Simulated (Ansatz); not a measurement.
The elements of this relaxed trial crystal are hidden behind letters.

```
lattice vectors (Å)
   3.6281    0.0000    0.0000
  -1.8140    3.1420    0.0000
   0.0000    0.0000    6.0150
fractional positions
X 0.6667 0.3333 0.8915
X 0.0000 0.0000 0.5000
X 0.3333 0.6667 0.1085
Z 0.3333 0.6667 0.7321
Z 0.6667 0.3333 0.2678
```

Theory: DFT PBE, scalar-relativistic, plane waves, PAW (Ansatz 0.2.0). Cutoff 420 eV, Γ-centred 12×12×6 mesh (5-atom cell), Gaussian smearing of 0.10 eV, no spin polarisation.

```
Space group                                : P-3m1 (No. 164)
Conventional cell                          : a = 3.628 Å, c = 6.015 Å
Volume per atom                            : 13.71 Å³
Density                                    : 4.28 g/cm³
Formation energy                           : +0.06 eV/atom
Gap on the 12×12×6 mesh of the 5-atom cell : 0 eV (a metal)
```

Energies are uncorrected and count from the elements' standard states at the same level.

**Question.** X is an s-block element of period 2 and Z is a p-block element of period 4. Which elements are they?

**Answer.** X = Be, Z = As, so the formula is Be3As2, here in the anti-La2O3 (A sesquioxide) type. Density times volume gives a mean mass of 4.28 × 13.71/1.6605 = 35.3 u per atom, and this set has 35.4 u. Among the elements that the hints allow, noble gases aside, only these give it. Be on a site of symmetry 3m has 4 As at 2.26–2.30 Å and 3 Be at 2.47 Å; around Be on a site of symmetry -3m lie 6 As at 2.52 Å; As has 4 Be at 2.26–2.30 Å and 3 Be at 2.52 Å.

A later test with randomly moved atoms led to a structure 122 meV/atom lower, so this end is a saddle point or a shallow minimum.
